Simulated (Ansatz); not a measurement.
Ba3PbO: stationary points along a deformation path

Computed with Ansatz, DFT r2SCAN, scalar-relativistic, plane waves, PAW. Settings: plane waves to 500 eV, k-mesh 10×10×10 (Γ-centred), Gaussian smearing 0.15 eV. Spin–orbit coupling is left out, which matters for the heavy elements here. No spin polarisation. Energies are free energies at this smearing, counted from the undisturbed cell; pressure is positive in compression.

The starting cell (as given, not relaxed at this level; it stands at 0.7 GPa, and it needn't be the usual structure):

```
Ba Pb O
1.0
     5.45900    0.00000    0.00000
     0.00000    5.45900    0.00000
     0.00000    0.00000    5.45900
Ba Pb O
3 1 1
Direct
  0.00000 0.50000 0.50000
  0.50000 0.00000 0.50000
  0.50000 0.50000 0.00000
  0.00000 0.00000 0.00000
  0.50000 0.50000 0.50000
```

At fixed volume and fractional coordinates, lengths along (0.577, 0.577, 0.577) are scaled against those across it; ρ is that ratio over its starting value. V = 32.536 Å³/atom. Δσ is the stress along the axis less the mean stress across it (compression positive).

| ρ | ΔE (meV/atom) | Δσ (GPa) | space group |
| --- | --- | --- | --- |
| 0.500 | 879.6 | 4.75 | R-3m |
| 0.600 | 677.0 | 11.48 | R-3m |
| 0.710 | 374.0 | 13.63 | R-3m |
| 0.850 | 97.0 | 8.37 | R-3m |
| 1.000 | 0.0 | 0.00 | Pm-3m |
| 1.410 | 475.0 | -19.75 | R-3m |
| 2.000 | 1920.0 | -42.64 | R-3m |

Question: How does the stress give the slope of the energy, and where is the energy stationary?

Answer: Along the path d ln(length) is 2/3 d ln ρ on the axis and −1/3 d ln ρ across it, so dE/d ln ρ = −(2/3) V Δσ: the energy falls with ρ where Δσ is positive. Δσ vanishes or changes sign at ρ = 1.000 (Pm-3m), a minimum at 0.0 meV/atom. Pairs of stationary points between two samples would go unseen, and could change a minimum read from distant neighbours into a maximum. At ρ = 1.000 the cell is cubic, where symmetry alone makes the stress isotropic and the slope zero.

No gap shows at this level, though a semilocal functional can close a small gap that the real compound has; without a gap these slopes depend on the k mesh and the smearing.